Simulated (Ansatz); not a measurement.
**What DFT gives for Al2ReBrO6**

```
Re Al O Br
1.0
     5.15971    0.00000    0.00000
    -2.57986    4.46844    0.00000
     0.00000    0.00000    7.24044
Re Al O Br
1 2 6 1
Direct
  0.00000 0.00000 0.00000
  0.33330 0.66670 0.00000
  0.66670 0.33330 0.00000
  0.00000 0.63615 0.13340
  0.36385 0.36385 0.13340
  0.63615 0.00000 0.13340
  0.36385 0.00000 0.86660
  0.63615 0.63615 0.86660
  0.00000 0.36385 0.86660
  0.00000 0.00000 0.50000
```

Level: PBE, no spin polarisation; 420 eV; 8×8×5 Γ-centred mesh; gaussian occupations (width 0.1626 eV); Ansatz 0.2.0, fixed geometry.

Q: Is it stable against the elements?

A: -1.55 eV an atom against the elements' usual phases (free molecules for gases, crystals otherwise, with no correction for O₂ or N₂), so it is bound against them; other compounds may still compete. Relaxing would lower it.

Q: Which element gives electrons and which takes them?

A: Bader charges in e: Al +2.54, Re +2.32, Br -0.03, O -1.23. In the mean Al gives up most and O takes most.

Q: Where is the largest force?

A: The largest is on O5 (and as large on other atoms): 3.11 eV/Å, components (-1.43, -2.47, -1.23). It makes 98° with the line to a nearest neighbour, Al2 at 1.91 Å.

Q: Is there a gap?

A: It is a metal on this mesh, though the bands barely overlap, with about 11 states/eV a cell as the mean within 0.25 eV of the Fermi level, mostly Br p (60 %), Re d (23 %) and O p (15 %).

Q: Is the cell too large or too small?

A: The pressure is -8.9 GPa (compression positive), so with the atoms held at these fractions the cell would first shrink; the forces are large, so a full relaxation may end otherwise. The principal stresses -9.6, -9.6, -7.4 GPa differ, so its shape would change too.

Origin: a known structure type with other elements, at an estimated volume, so it need not be a known compound. Caveats: many states at the Fermi level without spin polarisation, so a magnetic state may lie lower; correlation that this level lacks may open a gap in such a compound; atoms or cell far from equilibrium; wide smearing.
